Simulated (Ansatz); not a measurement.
## Every step of a relaxation of Eu (hcp type)

DFT, LDA, PAW with Ansatz's default frozen-core files, scalar-relativistic (Ansatz 0.2.0); a Γ-centred 14×14×8 k mesh, Fermi–Dirac smearing of 0.1 eV, spin-polarised from start moments Eu1 7, Eu2 7 μB. The run relaxes cell and atoms at a target pressure of 22 GPa.

Command: `ansatz run input.yaml --threads 2 --pin off --max-ram 7168MiB --backend cpu --events-out ev --progress --plain --runs-dir out` It took 19 s on 2 threads of AMD EPYC 9R45 96-Core Processor (Zen 5), with other jobs on the host, peak memory 0.57 GiB.

PAW: frozen-core files, cutoff 420 eV; forces are relaxed below 0.005 eV/Å.

Each step lists its enthalpy F + pV a cell above the last geometry, the pressure, the cell vectors (Å), and Cartesian positions (Å) with forces (eV/Å).

The first step:

```
step 1  dH = 18.95 meV  P = 22.8 GPa
  cell 3.0870 0.0000 0.0000  -1.5435 2.6735 0.0000  0.0000 0.0000 5.0010
  Eu 0.0000 1.7823 1.2503   0.0000 0.0000 0.0000
  Eu 1.5435 0.8912 3.7508   0.0000 0.0000 0.0000
```

The open f shell is treated without a Hubbard term, so these are results of the method, and the state needn't be the lowest. Spin–orbit coupling is left out, which matters for the heavy atoms. The PAW files were made under PBE.

The symmetry of the start is kept and no stability test is made, so the end need not be the stable phase.

Question: Where does the relaxation end, and by which steps?

Answer: After 5 geometries, with conventional a, b, c = 3.162, 3.162, 4.790 Å, at 20.741 Å³/atom (+0.50 % against the start) in space group P6_3/mmc, with a shortest distance of 3.011 Å and a cell moment of 14.11 μB. The further steps:
```
step 2  dH = 7.15 meV  P = 21.3 GPa
  cell 3.1359 0.0000 0.0000  -1.5680 2.7158 0.0000  0.0000 0.0000 4.9285
  Eu 0.0000 1.8105 1.2321   0.0000 0.0000 0.0000
  Eu 1.5680 0.9053 3.6964   0.0000 0.0000 0.0000
step 3  dH = 2.00 meV  P = 22.3 GPa
  cell 3.1788 0.0000 0.0000  -1.5894 2.7529 0.0000  0.0000 0.0000 4.7178
  Eu 0.0000 1.8353 1.1794   0.0000 0.0000 0.0000
  Eu 1.5894 0.9176 3.5383   0.0000 0.0000 0.0000
step 4  dH = 0.07 meV  P = 22.0 GPa
  cell 3.1593 0.0000 0.0000  -1.5797 2.7361 0.0000  0.0000 0.0000 4.8013
  Eu 0.0000 1.8240 1.2003   0.0000 0.0000 0.0000
  Eu 1.5797 0.9120 3.6010   0.0000 0.0000 0.0000
step 5  dH = 0.00 meV  P = 22.0 GPa
  cell 3.1623 0.0000 0.0000  -1.5812 2.7386 0.0000  0.0000 0.0000 4.7899
  Eu 0.0000 1.8258 1.1975   0.0000 0.0000 0.0000
  Eu 1.5812 0.9129 3.5924   0.0000 0.0000 0.0000
step 6  dH = -0.02 meV  P = 22.0 GPa  (same geometry on a basis chosen anew; earlier energies don't compare to the last digit)
  cell 3.1623 0.0000 0.0000  -1.5812 2.7386 0.0000  0.0000 0.0000 4.7899
  Eu 0.0000 1.8258 1.1975   0.0000 0.0000 0.0000
  Eu 1.5812 0.9129 3.5924   0.0000 0.0000 0.0000
```
